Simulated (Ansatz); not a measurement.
Starting cell, Au (fcc, Cu type):

```
CELL_PARAMETERS angstrom
      4.08334     0.00000     0.00000
      0.00000     4.08334     0.00000
      0.00000     0.00000     4.08334
ATOMIC_POSITIONS crystal
  Au 0.00000 0.00000 0.00000
  Au 0.50000 0.50000 0.00000
  Au 0.50000 0.00000 0.50000
  Au 0.00000 0.50000 0.50000
```

Scan: atom 3 (Au, nearest neighbour Au at 2.887 Å; its periodic images, 4.1 Å or more away, move with it) is displaced towards the nearest neighbour, direction (-0.707, -0.707, 0.000) in Cartesian axes, by s. The other atoms stay.

Method: PBEsol (plane waves to 420 eV, PAW, scalar-relativistic; Ansatz, a program for electronic structure). k mesh 9×9×9 (Γ-centred), Fermi-Dirac smearing 0.05 eV. The energy includes the smearing's −TS. With partly filled bands, energies and forces of such displacements shift with the k mesh and the smearing. Au was relaxed with its symmetry unable to fall. Spin-orbit coupling is left out, though Au is heavy. The PAW data are Ansatz's earlier set. ΔE is measured from the undisplaced structure. The last digit holds for this mesh only.

```
s (Å)   ΔE (meV/cell)
------  -------------
-0.580         1621.0
-0.464          907.2
-0.348       withheld
-0.232          189.7
-0.116           45.4
0.000             0.0
0.116            45.4
0.232           189.7
0.348        withheld
0.464           907.2
0.580          1621.0
```

Task: Fit an even polynomial form (powers 2, 4, 6) to the given rows and predict ΔE at s = 0.348.

Result: Least squares on the 9 given rows: ΔE = (3325)·s² + (3576)·s⁴ + (2572)·s⁶, in meV/cell with s in Å; root-mean-square residual 0.07 meV/cell. At 0.348 the fit gives 459.7 meV/cell; the calculation gives 459.5 meV/cell, so the interpolation is off by 0.2 (+0.0 %). The quadratic term alone would give 402.7 meV/cell.

(A displaced cell: forces are minus the slopes of the energy, force constants its curvatures, and phonons follow from these.)
